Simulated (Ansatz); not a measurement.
The calculation used Ansatz, DFT PBE, scalar-relativistic, plane waves, PAW. All cells share a 420 eV cutoff and Γ-centred k meshes spaced at most about 0.3 Å⁻¹ (about 0.25 or finer for metals, 2π included). No spin polarisation in the final relaxations.

These are static total energies at zero pressure. Lower structures may exist.

Question: Order these relaxed structures of CuSn3 by energy, lowest first, with the energy over the lowest of them.
A.

```xyz
8
Lattice="8.5634 0.0000 0.0000 -4.2817 7.4162 0.0000 0.0000 0.0000 3.2875" Properties=species:S:1:pos:R:3 pbc="T T T"
Cu    4.2817    2.4721    0.8219
Cu    0.0000    4.9441    2.4656
Sn    2.3842    1.3765    2.4656
Sn    6.1792    1.3765    2.4656
Sn    4.2817    4.6631    2.4656
Sn    1.8975    6.0396    0.8219
Sn   -1.8975    6.0396    0.8219
Sn    0.0000    2.7530    0.8219
```

B.

```xyz
4
Lattice="5.1951 0.0000 0.0000 -2.5975 4.4991 0.0000 0.0000 0.0000 4.9870" Properties=species:S:1:pos:R:3 pbc="T T T"
Cu    0.0000    0.0000    2.4935
Sn    0.0000    2.9994    2.4935
Sn    2.5975    1.4997    2.4935
Sn    0.0000    0.0000    0.0000
```

C.

```xyz
4
Lattice="0.0000 3.6332 3.6332 3.6332 0.0000 3.6332 3.6332 3.6332 0.0000" Properties=species:S:1:pos:R:3 pbc="T T T"
Cu    0.0000    0.0000    0.0000
Sn    3.6332    3.6332    3.6332
Sn    1.8166    1.8166    1.8166
Sn    5.4498    5.4498    5.4498
```

D.

```xyz
4
Lattice="-2.3135 2.3135 4.4673 2.3135 -2.3135 4.4673 2.3135 2.3135 -4.4673" Properties=species:S:1:pos:R:3 pbc="T T T"
Cu    0.0000    0.0000    0.0000
Sn    0.0000    2.3135    2.2337
Sn    2.3135    0.0000    2.2337
Sn    0.0000    0.0000    4.4673
```

Answer: A (0 meV/atom), D (95 meV/atom), C (126 meV/atom), B (233 meV/atom). Forms: A P6_3/mmc; D TiAl3 (D0_22) type, I4/mmm; C BiF3 (D0_3) type, Fm-3m; B P6/mmm. Counting all near atoms (those within 1.25 times the shortest distance at each site; a plus sign parts nearer from farther groups; a slash parts the counts of unlike sites): A has Cu 6+2, Sn 2+6; D has Cu 12, Sn 12; C has Cu 8+6, Sn 8+6; B has Cu 2+6, Sn 2/6. Even the lowest lies +0.14 eV/atom against the elements.

The P6_3/mmc cell at 26.1 Å³/atom was relaxed from a Materials Project cell. The I4/mmm cell at 23.9 Å³/atom was relaxed from a Materials Project cell. Cells relaxed within their symmetry can be saddle points. Some candidate types were left out of the draw beforehand, so a known form may be missing.
